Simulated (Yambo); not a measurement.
## Optical response of TiO2

```
CELL_PARAMETERS angstrom
      5.98683     0.00000     0.00000
      0.00000     3.77299     0.00000
      0.00000     0.00000     9.07315
ATOMIC_POSITIONS crystal
  O  0.46232 0.75000 0.91832
  O  0.53768 0.25000 0.08168
  O  0.03768 0.25000 0.41832
  O  0.96232 0.75000 0.58168
  O  0.73610 0.25000 0.75453
  O  0.26390 0.75000 0.24547
  O  0.76390 0.75000 0.25453
  O  0.23610 0.25000 0.74547
  Ti 0.48787 0.25000 0.86415
  Ti 0.51213 0.75000 0.13585
  Ti 0.01213 0.75000 0.36415
  Ti 0.98787 0.25000 0.63585
```

Yambo, RPA with local fields on LDA bands; 4×4×2 mesh, 168 bands, 3 Ry local-field block, 0.2 eV broadening; field along x.

| E (eV) | Im ε | Re ε | Im ε, independent particles |
|---|---|---|---|
| 0.0 | 0.00 | 4.43 | 0.00 |
| 0.6 | 0.03 | 4.48 | 0.04 |
| 1.2 | 0.07 | 4.63 | 0.08 |
| 1.9 | 0.14 | 4.94 | 0.15 |
| 2.5 | 0.28 | 5.54 | 0.32 |
| 3.1 | 0.81 | 6.88 | 0.97 |
| 3.8 | 5.22 | 7.56 | 6.33 |
| 4.4 | 6.64 | 4.29 | 7.33 |
| 5.0 | 5.18 | 2.47 | 5.27 |
| 5.6 | 3.93 | 0.48 | 3.46 |
| 6.2 | 3.19 | 1.48 | 3.04 |
| 6.9 | 2.97 | 0.66 | 2.88 |
| 7.5 | 3.37 | 1.28 | 4.48 |
| 8.1 | 2.70 | 0.24 | 3.20 |
| 8.8 | 2.37 | -0.26 | 2.86 |
| 9.4 | 2.04 | -0.29 | 2.29 |
| 10.0 | 1.28 | -0.37 | 1.34 |
| 10.6 | 0.81 | -0.10 | 1.02 |
| 11.2 | 0.70 | 0.32 | 0.93 |
| 11.9 | 0.66 | 0.57 | 0.91 |
| 12.5 | 0.90 | 0.65 | 1.14 |
| 13.1 | 0.67 | 0.47 | 0.80 |
| 13.8 | 0.59 | 0.63 | 0.71 |
| 14.4 | 0.66 | 0.71 | 0.78 |
| 15.0 | 0.50 | 0.75 | 0.62 |
| 15.6 | 0.50 | 0.80 | 0.62 |
| 16.2 | 0.56 | 0.95 | 0.77 |
| 16.9 | 0.63 | 0.89 | 0.79 |
| 17.5 | 0.59 | 0.79 | 0.69 |
| 18.1 | 0.54 | 0.84 | 0.67 |
| 18.8 | 0.50 | 0.89 | 0.74 |
| 19.4 | 0.54 | 0.87 | 0.77 |
| 20.0 | 0.51 | 0.86 | 0.76 |

Peak heights and small wiggles depend on the k mesh. Convergence of the RPA response with its 4×4×2 mesh was not tested. No excitonic effects at this level.

Geometry of the Materials Project entry, not relaxed at this level.

This is not the ordinary phase of the substance.
